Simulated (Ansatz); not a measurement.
# ZrHg: do energies and stresses tell the same story?

The calculation used Ansatz, DFT r2SCAN, scalar-relativistic, plane waves, PAW.

Plane waves to 500 eV, a k mesh through Γ of 14×14×10 on the computed 2-atom cell and Gaussian smearing (0.10 eV); no spin polarisation.

Relaxed cell: P4/mmm, a = 3.135 Å, b = 3.135 Å, c = 4.301 Å, α = 90.00°, β = 90.00°, γ = 90.00°, 2 atoms in the primitive cell. Whether it is the stable form of this composition wasn't checked.

Energies at zero smearing and pressures from the stress tensor, at volumes with shape and atoms relaxed:
| V (Å³/atom) | E − E(first) (meV/atom) | P (GPa) |
| --- | --- | --- |
| 19.871 | 0.00 | 7.84 |
| 20.505 | -22.33 | 3.60 |
| 21.139 | -29.21 | 0.01 |
| 21.774 | -22.96 | -3.04 |
| 22.408 | -5.59 | -5.62 |

**Question.** Check P = −dE/dV between neighbouring volumes, and get the bulk modulus from the pressures alone.

**Answer.** With 1 eV/Å³ = 160.2 GPa:
| middle V (Å³/atom) | −ΔE/ΔV (GPa) | mean P (GPa) |
| --- | --- | --- |
| 20.188 | 5.641 | 5.721 |
| 20.822 | 1.737 | 1.806 |
| 21.457 | -1.576 | -1.515 |
| 22.091 | -4.389 | -4.330 |

The two differ by 0.08 GPa at most. The mean of two end pressures misses the average over a step by about ΔV² P″/12, up to 0.06 GPa here; with that taken off 0.02 GPa remains. Around V = 21.139 Å³/atom, the two neighbours give B = −V ΔP/ΔV = 21.139 × 6.64 / 1.268 = 110.7 GPa, against B0 = 110.2 GPa from the Birch–Murnaghan fit of the energies.

Spin–orbit coupling is left out, which can shift energies with elements as heavy as these.